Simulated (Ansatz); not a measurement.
**K2PtC6N6, one structure, two calculations**

Cell: an entry of the Crystallography Open Database (COD) whose atoms were relaxed with PBE, the cell held.

Space group P-31m (No. 162); a = 7.3928, c = 6.6613 Å, γ = 120.00°.

| site | Wyckoff | site symmetry | x | y | z |
| --- | --- | --- | --- | --- | --- |
| K | 2d | 3.2 | 0.3333 | 0.6667 | 0.5000 |
| Pt | 1a | -3.m | 0.0000 | 0.0000 | 0.0000 |
| C | 6k | ..m | 0.2230 | 0.2230 | 0.1740 |
| N | 6k | ..m | 0.3513 | 0.3513 | 0.2751 |

One atom of each set is listed.

First run. Level of theory: DFT, PBE, plane waves and PAW, scalar-relativistic, 420 eV cutoff, Γ-centred 5×5×5 k-points, Fermi–Dirac smearing 0.05 eV (Ansatz 0.2.0).

```
site  V_zz (10²¹ V/m²)     η
   K              0.75  0.00
  Pt             -0.48  0.00
   C             -3.97  0.08
   N             -7.23  0.00
```

Second run. The same atoms and settings, except that spin–orbit coupling is included (fully relativistic PAW files).

(1) Given the first result, estimate the second.

## Answers

(1) 

```tsv
site	V_zz	η	change of V_zz
K	0.75	0.00	0.00
Pt	-0.50	0.00	-0.02
C	-3.98	0.08	-0.01
N	-7.24	0.00	-0.01
```

No V_zz moves by more than 0.03.

The database entry as given showed forces above 3 eV/Å or a pressure above 30 GPa, though relaxing it moves no atom far.
